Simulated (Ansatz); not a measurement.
Si:
```xyz
12
Lattice="3.8437 0.0000 0.0000 -1.9219 3.3288 0.0000 0.0000 0.0000 18.9049" Properties=species:S:1:pos:R:3 pbc="T T T"
Si     0.0000     0.0000    12.9910
Si     0.0000     0.0000    15.3664
Si     0.0000     2.2192    16.1570
Si     0.0000     2.2192    18.5118
Si     1.9219     1.1096     0.3931
Si     1.9219     1.1096     2.7479
Si     0.0000     0.0000     3.5385
Si     0.0000     0.0000     5.9140
Si     1.9219     1.1096     6.7045
Si     1.9219     1.1096     9.0593
Si     0.0000     2.2192     9.8456
Si     0.0000     2.2192    12.2004
```

Relaxed with r²SCAN. Special points in fractions of this cell's reciprocal vectors: Γ (0.000, 0.000, 0.000); M (0.500, 0.000, 0.000); K (0.333, 0.333, 0.000); A (0.000, 0.000, 0.500); L (0.500, 0.000, 0.500); H (0.333, 0.333, 0.500).

List the band energies nearest the valence-band maximum at these points for DFT-r²SCAN in the program Ansatz with PAW potentials.

In eV from the valence-band maximum; about four levels below and three above (degenerate sets whole), none deeper than 8.9 eV; points with the same levels are listed once.

```json
[
 {"k": "Γ", "below": "-0.44 -0.44 -0.11 0.00 0.00", "above": "1.67 1.84 2.07"},
 {"k": "M", "below": "-1.95 -1.95 -1.84 -1.35", "above": "0.78 1.14 1.21"},
 {"k": "K", "below": "-2.96 -2.31 -2.23 -2.23", "above": "1.67 1.67 1.68"},
 {"k": "A", "below": "-0.16 -0.16 -0.16 -0.16", "above": "1.73 1.73 2.28 2.28"},
 {"k": "L", "below": "-1.92 -1.92 -1.53 -1.53", "above": "0.88 0.88 1.26 1.26"},
 {"k": "H", "below": "-2.62 -2.62 -2.37 -2.37", "above": "2.07 2.07 2.26 2.26"}
]
```

Space group P6_3/mmc. The start of the workflow was typed in or built on a structure type; the Crystallography Open Database copy checked does not list it. It is not the phase usual at ambient conditions (space group No. 227). Symmetry was held in the r²SCAN relaxation; whether a distortion lowers the energy is not shown.

Potentials: the later of the program's two PAW sets.
